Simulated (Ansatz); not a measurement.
# Data sheet: SnSe (DFT)

SnSe:
```yaml
crystal:
  lattice:
    - [0.00000, 3.33232, 3.33232]
    - [3.33232, 0.00000, 3.33232]
    - [3.33232, 3.33232, 0.00000]
  atoms:
    - { symbol: Se, position: [0.25000, 0.25000, 0.25000] }
    - { symbol: Sn, position: [0.00000, 0.00000, 0.00000] }
```

Space group F-43m (No. 216), zinc blende; conventional cell a = b = c = 6.6646 Å, α = β = γ = 90.00°.

Method: DFT-PBEsol in the program Ansatz with PAW potentials. Geometry: relaxed at this level of theory. Other levels are named where they apply.

**Cell and energy**

```
Item                                                          Result
-----------------------------------------------------  -------------
Volume per atom                                             37.00 Å³
Density                                                   4.44 g/cm³
Formation energy from the elements (no fitted shifts)  -0.10 eV/atom
```

**Electronic structure**

```
Quantity                                                                     Value
------------------------------------  --------------------------------------------
Electronic character                                             metallic (no gap)
Density of states at the Fermi level  0.18 states/eV per atom (mean over ±0.08 eV)
Gap with spin–orbit coupling                                       none (metallic)
```

**Mechanics**

```
Quantity                                                                Value
-------------------------------------  --------------------------------------
Bulk modulus (Birch–Murnaghan fit)                                   31.9 GPa
Pressure derivative B′                                                    2.9
Elastic constants (relaxed ions, GPa)     C11 = 29.3, C12 = 32.8, C44 = -13.1
Mechanical stability                   unstable (C has a negative eigenvalue)
```

**Phonons**

```
Property                                       Result
-----------------------------  ----------------------
Highest zone-centre frequency                14.6 meV
Zone-centre stability          no imaginary mode at Γ
```

The start of the workflow was typed in or built on a structure type; neither database checked (COD, Materials Project) lists it. It is not the phase usual at ambient conditions (space group No. 62). The PBEsol relaxation kept the symmetry of its start. As this level gives no gap, shear constants depend on the k-mesh and smearing (Fermi–Dirac, 0.1 eV here). As this level gives no gap, phonon frequencies hold no LO–TO term and depend on the k-mesh and smearing (Fermi–Dirac, 0.1 eV here). The references are the lowest solids computed at this level, not always the standard phases. Scalar-relativistic: spin–orbit coupling is off unless named, which matters more the heavier the elements.

Potentials: the earlier of the program's two PAW sets. The files were generated under PBE; for other functionals the program regenerates the frozen cores, and for LDA and PBEsol the local potential too.
